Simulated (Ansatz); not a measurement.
Ta (bcc (W type)) was relaxed and computed twice in Ansatz (plane waves, PAW), once with PBEsol and once with r²SCAN+D4.

```json
[
 {"": "cell", "run 1": "a = b = c = 3.301 Å, α = β = γ = 90.00°", "run 2": "a = 3.2814 Å, b = 3.2814 Å, c = 3.2814 Å, α = 90.00°, β = 90.00°, γ = 90.00°"}
]
```

Problem. Which run used which functional?

Solution. Run 1 is r²SCAN+D4, run 2 is PBEsol.

All cells were relaxed under the symmetry of their starts (and spin orders); stability against distortions was not tested throughout. Named crystals with no word on spin ran without spin polarisation. Spin–orbit coupling is left out wherever it is not named.

Potentials: the earlier of the program's two PAW sets. The files were generated under PBE; for other functionals the program regenerates the frozen cores, and for LDA and PBEsol the local potential too.

Ansatz (a program for electronic structure) is a plane-wave DFT program.
